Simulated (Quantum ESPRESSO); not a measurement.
GaP (zinc blende, space group F-43m, No. 216) has an indirect gap of 1.59 eV with PBE (stringent potentials; Quantum ESPRESSO, PseudoDojo norm-conserving, 114 Ry, no spin-orbit coupling). After an isotropic strain (on all lattice vectors, atoms relaxed) the gap is indirect, 1.41 eV.

Problem. Which strain was applied?
A. +0.5 %
B. -1 %
C. -2 %
D. -3 %
E. -0.5 %

Solution. D, -3 %. Gaps found: -3 %: 1.41 eV (indirect); -2 %: 1.48 eV (indirect); -1 %: 1.54 eV (indirect); -0.5 %: 1.56 eV (indirect); 0 %: 1.59 eV (indirect); 0.5 %: 1.62 eV (indirect); 1 %: 1.60 eV (near tie).
